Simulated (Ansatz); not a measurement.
AlCo:
```xyz
2
Lattice="0.0000 2.3659 2.3659 2.3659 0.0000 2.3659 2.3659 2.3659 0.0000" Properties=species:S:1:pos:R:3 pbc="T T T"
Co     0.0000     0.0000     0.0000
Al     2.3659     2.3659     2.3659
```

Relaxed with PBEsol. Special points in fractions of this cell's reciprocal vectors: Γ (0.000, 0.000, 0.000); X (0.500, 0.000, 0.500); U (0.625, 0.250, 0.625); K (0.375, 0.375, 0.750); L (0.500, 0.500, 0.500); W (0.500, 0.250, 0.750).

Task: List the band energies nearest the Fermi level at these points for plane-wave PAW PBEsol (Ansatz code).

Result: In eV from the Fermi level; about four levels below and three above (degenerate sets whole), none deeper than 8.9 eV; points with the same levels are listed once.

| k | below | above |
|---|---|---|
| Γ | -1.50 -1.50 -1.50 -1.34 -1.34 | 7.52 7.52 7.52 |
| X | -2.60 -0.93 -0.35 -0.35 | 0.70 2.12 2.12 |
| U | -3.22 -1.44 -0.49 -0.30 | 0.25 1.08 3.56 |
| L | -2.01 -2.01 -0.56 -0.56 | 0.19 7.29 7.29 |
| W | -3.05 -3.05 -2.06 -0.35 | 0.15 0.54 0.54 |

Space group Fm-3m (rock salt). The start of the workflow was typed in or built on a structure type; neither database checked (COD, Materials Project) lists it. Whether it is the stable phase at ambient conditions was not checked. The PBEsol relaxation kept the symmetry of its start. At this level the phase is mechanically unstable. The workflow began spin-polarised and lost its moments. Its formation energy is positive at this level, so the cell may be metastable or incomplete.

Potentials: the earlier of the program's two PAW sets. The files were generated under PBE; for other functionals the program regenerates the frozen cores, and for LDA and PBEsol the local potential too.
